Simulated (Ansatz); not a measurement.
An Ansatz (an electronic-structure program) input:

Ansatz 0.2 input:
```yaml
crystal:
  lattice:
    - [-2.6647528875, 2.6647528875, 1.3917498966]
    - [2.6647528875, -2.6647528875, 1.3917498966]
    - [2.6647528875, 2.6647528875, -1.3917498966]
  atoms:
    - { symbol: Ag, position: [0.0, 0.0, 0.0] }
    - { symbol: Ag, position: [0.75, 0.25, 0.5] }
kpoints:
  mp_grid: { grid: [12, 12, 12] }
  band_path:
    path:
      - [[0.0, 0.0, 0.0], [0.0, 0.0, 0.5], [-0.5, 0.5, 0.5], [0.0, 0.0, 0.0], [0.3181943699, 0.3181943699, -0.3181943699]]  # Γ-X-M-Γ-Z
      - [[-0.3181943699, 0.6818056301, 0.3181943699], [-0.5, 0.5, 0.5]]  # Z_0-M
      - [[0.0, 0.0, 0.5], [0.25, 0.25, 0.25], [0.0, 0.5, 0.0], [0.0, 0.0, 0.0]]  # X-P-N-Γ
    npoints: 9
basis: { xc_grid: 2 }
hamiltonian:
  xc: pbe
  pseudopotentials: { azcp: { folder: ./paw }, kind: paw_fr }
magnetization: { noncollinear: true, spin_orbit: true }
scf:
  n_extra_bands: 12
  convergence: { dr2_threshold: 0.0000000001 }
  occupations: { method: gaussian, width: 0.05 }
output: { eigenvalues: true }
```

### Question
How many symmetry operations and irreducible k-points will the run report?

### Answer
16 operations, 163 of 1728 k-points.

### Question
With a cutoff of 420 eV, how many plane waves at Γ?

### Answer
789.

It took around 60 core-seconds (rough) on shared server cores.

Space group I4_1/amd (β-Sn type). The start of the workflow was typed in or built on a structure type; neither database checked (COD, Materials Project) lists it. It is not the phase usual at ambient conditions (space group No. 225). The cell was relaxed with PBE under the symmetry of its start; its stability against distortions is not shown here. No spin polarisation was allowed.

Potentials: the earlier of the program's two PAW sets.

Ansatz is a plane-wave DFT program.
